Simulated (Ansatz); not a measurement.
# Spinel alloy of CdIn2S4 and MgIn2S4 (6 of 8 Cd sites exchanged), 56 atoms

Ansatz, PAW, plane waves. PBEsol relaxation of volume and atoms (shape held) at the single k point (¼, ¼, ¼) without its symmetry partners; single points on the relaxed atoms at the Γ point alone, onto which points of the small cell's zone fold. Arrangement: quasirandom. No spin–orbit coupling unless named.

Relaxed structure:

```
Mg In S Cd
1.0
    10.78306    0.00000    0.00000
     0.00000   10.78306    0.00000
     0.00000    0.00000   10.78306
Mg In S Cd
6 16 32 2
Direct
  0.87550 0.37552 0.37553
  0.37505 0.37501 0.87457
  0.12505 0.12516 0.12469
  0.87543 0.87553 0.87495
  0.62547 0.12530 0.62524
  0.12518 0.62484 0.62493
  0.50021 0.00212 0.99828
  0.75064 0.24902 0.99953
  0.75244 0.00262 0.25025
  0.00080 0.49953 0.99936
  0.24789 0.75003 0.99766
  0.99961 0.00139 0.50069
  0.50011 0.49862 0.50179
  0.24991 0.25137 0.50065
  0.24834 0.49763 0.24934
  0.50039 0.25007 0.25018
  0.75271 0.75057 0.50252
  0.24974 0.00086 0.75101
  0.75074 0.49953 0.74879
  0.00028 0.75011 0.25033
  0.00006 0.25027 0.75025
  0.50020 0.75018 0.75023
  0.51048 0.00956 0.24020
  0.74336 0.24431 0.24240
  0.50780 0.24380 0.00715
  0.74298 0.00742 0.00727
  0.00654 0.50714 0.24195
  0.24071 0.73975 0.23959
  0.00625 0.74210 0.00712
  0.24256 0.50702 0.00659
  0.00717 0.00794 0.74306
  0.24247 0.24324 0.74312
  0.00731 0.24373 0.50796
  0.24099 0.00996 0.50966
  0.25733 0.25609 0.25775
  0.49023 0.49071 0.25997
  0.49265 0.25684 0.49302
  0.25733 0.49301 0.49240
  0.50781 0.50732 0.74332
  0.74333 0.74231 0.74399
  0.51073 0.74045 0.50967
  0.74294 0.50755 0.50713
  0.75994 0.76067 0.26040
  0.99412 0.99331 0.25817
  0.99429 0.75854 0.49325
  0.75802 0.99344 0.49321
  0.75780 0.25708 0.75705
  0.99319 0.49267 0.75696
  0.99321 0.25729 0.99262
  0.75948 0.49041 0.99016
  0.25713 0.75808 0.75610
  0.49251 0.99321 0.75673
  0.48999 0.76012 0.99074
  0.25745 0.99294 0.99272
  0.37524 0.87435 0.37459
  0.62564 0.62561 0.12550
```

Q: What are the mean bond lengths by pair (pairs within 1.2 times the sum of covalent radii, less contacts 15 % beyond the pair's median; cation–cation pairs of compounds aside; long ionic contacts are cut short by that bound)?

A: Cd–S 2.519 ± 0.002 Å (standard deviation, 8 bonds); In–S 2.615 ± 0.007 Å (standard deviation, 96 bonds); Mg–S 2.467 ± 0.001 Å (standard deviation, 24 bonds).

Q: What gap lies between the top filled and the lowest empty level in the single points?

A: HSE06 2.83 eV (22 s on NVIDIA GB300).
